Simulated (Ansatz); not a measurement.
# Y started on a Zr site and a Zr vacancy, 7.15 Å apart on the ideal sites in cubic perovskite SrZrO3, 39 atoms, charge 0

Computed with Ansatz 0.2.0, DFT, PBEsol, PAW, plane waves.

Command:

```sh
ansatz run in.yaml --threads 8 --pin off --max-ram 13300MiB --runs-dir r --events-out ev --progress --plain
```

The input less its lattice and atoms (starting moments on atoms near the defect: 1 μB in all):

```yaml
crystal:
  symmetry: { detect: false }
kpoints:
  mp_grid: { grid: [1, 1, 1], shift: [0.25, 0.25, 0.25] }
hamiltonian:
  xc: pbesol
magnetization:
  spin_polarized: true
scf:
  occupations: { method: fermi_dirac, width: 0.01 }
relax:
  f_tol: 0.03
  max_steps: 80
  escape_saddle: false
  adjacent_minimum: "off"
output:
  forces: true
  eigenvalues: true
  populations: true
  write_density: true
  write_potential: true
  elf: true
  volumetric_format: npy
```

Start:

```
Sr Y Zr O
1.0
     8.26000    0.00000    0.00000
     0.00000    8.26000    0.00000
     0.00000    0.00000    8.26000
Sr Y Zr O
8 1 6 24
Direct
  0.99984 0.99449 0.00052
  0.99801 0.00179 0.50064
  0.00162 0.50222 0.99949
  0.00392 0.50226 0.49769
  0.50159 0.99735 0.00072
  0.50068 0.99748 0.50067
  0.50385 0.50164 0.00121
  0.50368 0.50118 0.49966
  0.25015 0.24545 0.25002
  0.24940 0.24812 0.74669
  0.25142 0.74945 0.24977
  0.25017 0.75208 0.75275
  0.75188 0.24750 0.24756
  0.74999 0.24709 0.74896
  0.75040 0.74304 0.24900
  0.24917 0.24982 0.00164
  0.25102 0.24839 0.50113
  0.25083 0.74999 0.99959
  0.25032 0.74502 0.49898
  0.74916 0.24963 0.99778
  0.74950 0.25015 0.50343
  0.74828 0.74894 0.00194
  0.74559 0.74431 0.50565
  0.00163 0.24755 0.24902
  0.99904 0.25002 0.74908
  0.00049 0.75355 0.25122
  0.99881 0.75203 0.75004
  0.50185 0.25135 0.24946
  0.49871 0.24959 0.74998
  0.49687 0.74893 0.24907
  0.49937 0.74728 0.74791
  0.25423 0.00467 0.24915
  0.25037 0.00310 0.74494
  0.24898 0.50089 0.25261
  0.25111 0.50185 0.75098
  0.75169 0.99413 0.24926
  0.75147 0.00397 0.74834
  0.74921 0.49945 0.24877
  0.75125 0.50130 0.74632
```

Steps:

| step | energy less the first (eV) | largest force component (eV/Å) |
| --- | --- | --- |
| start | 0.000 | 4.407 |
| 1 | -1.224 | 0.815 |
| 2 | -1.643 | 0.445 |
| 3 | -1.751 | 0.629 |
| 4 | -2.296 | 0.456 |
| 5 | -3.005 | 0.421 |
| 6 | -3.538 | 0.300 |
| 7 | -3.793 | 0.184 |
| 8 | -3.885 | 0.130 |
| 9 | -3.886 | 0.223 |
| 10 | -4.050 | 0.123 |
| 11 | -4.076 | 0.204 |
| 12 | -4.122 | 0.149 |
| 13 | -4.131 | 0.076 |
| 14 | -4.133 | 0.078 |
| 15 | -4.134 | 0.017 |
| 16 | -4.134 | 0.017 |

A structure on the way, about -3.88 eV from the start:

```
Sr Y Zr O
1.0
     8.26000    0.00000    0.00000
     0.00000    8.26000    0.00000
     0.00000    0.00000    8.26000
Sr Y Zr O
8 1 6 24
Direct
  0.97724 0.98151 0.98335
  0.99232 0.97788 0.52238
  0.97768 0.51866 0.97788
  0.00234 0.49108 0.50120
  0.52358 0.96938 0.96883
  0.52253 0.97086 0.51754
  0.52268 0.51752 0.97099
  0.52801 0.51413 0.50536
  0.25079 0.25243 0.25069
  0.25225 0.24634 0.75415
  0.24875 0.75081 0.24914
  0.25041 0.74590 0.75022
  0.74568 0.24892 0.24774
  0.75160 0.24702 0.74683
  0.75305 0.75077 0.24932
  0.19741 0.19649 0.99268
  0.28588 0.31860 0.51460
  0.27317 0.79299 0.00093
  0.22728 0.70852 0.50023
  0.79654 0.26880 0.99958
  0.69490 0.22844 0.49827
  0.74571 0.72971 0.00691
  0.75622 0.77241 0.48946
  0.98654 0.21447 0.31657
  0.00230 0.24219 0.70254
  0.00076 0.80791 0.23755
  0.01080 0.76339 0.77200
  0.50870 0.31563 0.20821
  0.50156 0.24846 0.80133
  0.49891 0.70665 0.26016
  0.49248 0.73327 0.73159
  0.29748 0.99253 0.30769
  0.26552 0.99901 0.70354
  0.17881 0.51228 0.21482
  0.24209 0.49702 0.80576
  0.70355 0.00137 0.21852
  0.75408 0.00544 0.76534
  0.79314 0.50045 0.27270
  0.75280 0.48783 0.72504
```

End:

```
Sr Y Zr O
1.0
     8.26000    0.00000    0.00000
     0.00000    8.26000    0.00000
     0.00000    0.00000    8.26000
Sr Y Zr O
8 1 6 24
Direct
  0.96920 0.00313 0.98925
  0.01030 0.97783 0.51177
  0.97178 0.53708 0.97779
  0.00755 0.48489 0.50247
  0.49229 0.01239 0.99651
  0.52939 0.96154 0.52289
  0.49103 0.52093 0.98687
  0.53299 0.49608 0.50949
  0.25147 0.25025 0.24977
  0.25012 0.24929 0.74935
  0.24935 0.74894 0.25024
  0.25003 0.74895 0.74936
  0.74989 0.24864 0.24856
  0.75104 0.24904 0.75011
  0.75076 0.75056 0.25012
  0.22110 0.18270 0.98966
  0.28144 0.31754 0.51014
  0.29818 0.77821 0.99927
  0.20085 0.71914 0.50074
  0.80493 0.27548 0.99967
  0.69862 0.22290 0.49960
  0.72127 0.71192 0.01257
  0.77992 0.78705 0.48720
  0.99054 0.20811 0.30638
  0.00148 0.21407 0.70693
  0.00124 0.79261 0.21136
  0.01344 0.78833 0.78854
  0.51123 0.29221 0.19369
  0.49991 0.28354 0.79193
  0.49884 0.70944 0.28894
  0.48652 0.70971 0.71112
  0.29945 0.98949 0.30015
  0.28751 0.99967 0.70596
  0.19945 0.50968 0.20126
  0.21361 0.49852 0.79447
  0.71284 0.00018 0.21199
  0.71713 0.01137 0.78667
  0.78552 0.49889 0.28573
  0.78331 0.48671 0.71311
```

The calculation finished and met its thresholds.

Time: 2.3 min of wall time on a shared host.

Question: How much energy did the relaxation gain, and which atom moved most?

Answer: 4.13 eV in 16 steps, from a start with small random displacements (the gain also holds any tilting of the ideal host); atom 17 (O) moved 0.63 Å, the median atom 0.45 Å (drift of the whole cell removed).

The moment started at 1 μB and ended at 5.0 μB; no other spin state is shown. The one k point has no symmetry partners, which can distort the end along one axis.
